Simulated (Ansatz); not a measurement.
A geometry of TiAl3 away from equilibrium: the start of the relaxation of a generated trial cell of TiAl3 in the AFLOW prototype A3B_tI16_139_cde_e (D0_23, as in ZrAl3). Computed with r2SCAN (plane waves to 500 eV, PAW, scalar-relativistic; Ansatz, a first-principles code). Γ-centred k-mesh 12×12×12 on the run's cell (coarser than for final values), Fermi–Dirac smearing 0.05 eV.

```xyz
8
Lattice="-1.9246 1.9246 8.3172 1.9246 -1.9246 8.3172 1.9246 1.9246 -8.3172" Properties=species:S:1:pos:R:3:forces:R:3 pbc="T T T" free_energy=-8254.761 pressure_GPa=1.2
Al     0.0000     1.9246     0.0000    0.0000    0.0000    0.0000
Al     1.9246     0.0000     0.0000    0.0000    0.0000    0.0000
Al     0.0000     1.9246     4.1586    0.0000    0.0000    0.0000
Al     1.9246     0.0000     4.1586    0.0000    0.0000    0.0000
Al     0.0000     0.0000     6.2375    0.0000    0.0000    0.0149
Al     0.0000     0.0000    10.3968    0.0000    0.0000   -0.0149
Ti     0.0000     0.0000     1.9772    0.0000    0.0000    0.1064
Ti     0.0000     0.0000    14.6572    0.0000    0.0000   -0.1064
```

Positions in Å, forces in eV/Å, free energy of the cell in eV (comparable only within this code, potentials and settings). Largest force: 0.11 eV/Å, on Ti7, Ti8 (atoms numbered as listed); the geometry lies under 0.01 eV/atom above the end of its relaxation.

No spin polarisation in the result.

The run could not lose the symmetry of its start.

The first start was generated by placing the elements on the sites of a structure type. Materials Project lists a structure of TiAl3 in the same space group, I4/mmm (No. 139); the sites were not compared with it, nor with measured phases.
